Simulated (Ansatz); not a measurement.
In AlCo (CsCl type) the Co atom of the primitive cell, with all its periodic images, is moved by 0.02 Å along x.

```yaml
crystal:
  lattice:
    - [2.85000, 0.00000, 0.00000]
    - [0.00000, 2.85000, 0.00000]
    - [0.00000, 0.00000, 2.85000]
  atoms:
    - { symbol: Co, position: [0.00702, 0.00000, 0.00000] }
    - { symbol: Al, position: [0.50000, 0.50000, 0.50000] }
```
Lattice in Å, positions in fractions of it.

Computed with PBE, plane waves, PAW datasets (generated hard set) (Ansatz).

Cutoff 700 eV; k-mesh 8×8×8 Γ-centred; Fermi–Dirac smearing of 0.1 eV; no spin polarisation.

(1) What force results, and what does it mean for the zone-centre vibration?

Answers

(1) The force on it along the displacement is -0.1463 eV/Å, a force constant of 7.32 eV/Å². With the reduced mass of 18.51 u the zone-centre optical mode lies at 328 cm⁻¹ (9.83 THz) in this finite-step estimate.

| atom | Fx (eV/Å) | Fy (eV/Å) | Fz (eV/Å) |
| --- | --- | --- | --- |
| Co1 | -0.1463 | 0.0000 | 0.0000 |
| Al2 | 0.1463 | 0.0000 | 0.0000 |

The k-mesh is modest, so these values aren't fully converged in k.
